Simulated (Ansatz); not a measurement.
Here is the system:

BeTe (zinc blende, F-43m), a = 5.605 Å, b = 5.605 Å, c = 5.605 Å, α = 90.00°, β = 90.00°, γ = 90.00°; the cell used has 2 atoms.

This is the PBEsol-relaxed structure.

Problem. All from DFT-PBEsol in the program Ansatz with PAW potentials, unless another level is named. Give the band gap.

Solution. 1.84 eV (indirect).

Problem. Next, the smallest direct gap on the standard path?

Solution. 3.61 eV.

Problem. What about the hole effective mass with spin–orbit coupling, band 2 of 2 at the edge?

Solution. 0.21 along [100], 0.16 along [110], 0.15 along [111] (mₑ).

Problem. Give the hole effective mass with spin–orbit coupling, band 1 of 2 at the edge.

Solution. 0.31 along [100], 0.59 along [110], 0.73 along [111] (mₑ).

Problem. Predict the hole effective mass, band 1 of 3 at the edge.

Solution. 0.34 along [100], 2.6 along [110], 0.80 along [111] (mₑ).

Problem. Next, the gap with spin–orbit coupling?

Solution. 1.54 eV.

The PBEsol relaxation kept the symmetry of its start. Spin–orbit coupling is left out wherever it is not named.

Potentials: the earlier of the program's two PAW sets. The files were generated under PBE; for other functionals the program regenerates the frozen cores, and for LDA and PBEsol the local potential too.
